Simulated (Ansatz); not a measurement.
B in space group I4_132 (No. 214; B on 8a) at seven volumes, plane-wave PAW PBEsol (Ansatz code), scaled uniformly. One row is withheld.

| V (Å³/atom) | P (GPa) |
|---|---|
| 11.309 | 12.13 |
| 11.682 | 7.54 |
| 12.055 | 3.53 |
| 12.428 | 0.01 |
| 12.801 | -3.08 |
| 13.173 | ? |
| 13.546 | -8.18 |

Q: Fit the shown pressures and predict the withheld one.

A: Third-order Birch–Murnaghan: P = (3/2)B₀(x^(7/2) − x^(5/2))[1 + (3/4)(B′ − 4)(x − 1)] with x = (V₀/V)^(2/3). Least squares on the six rows gives V₀ = 12.429 Å³/atom, B₀ = 109.8 GPa, B′ = 3.34. At V = 13.173, x = 0.9620 and P = -5.79 GPa. The run itself gave -5.80 GPa.

The start of the workflow was typed in or built on a structure type; neither database checked (COD, Materials Project) lists it. It is not the phase usual at ambient conditions (space group No. 166). Symmetry was held in the PBEsol relaxation; phonons show weakly imaginary modes.

Potentials: the earlier of the program's two PAW sets. The files were generated under PBE; for other functionals the program regenerates the frozen cores, and for LDA and PBEsol the local potential too.
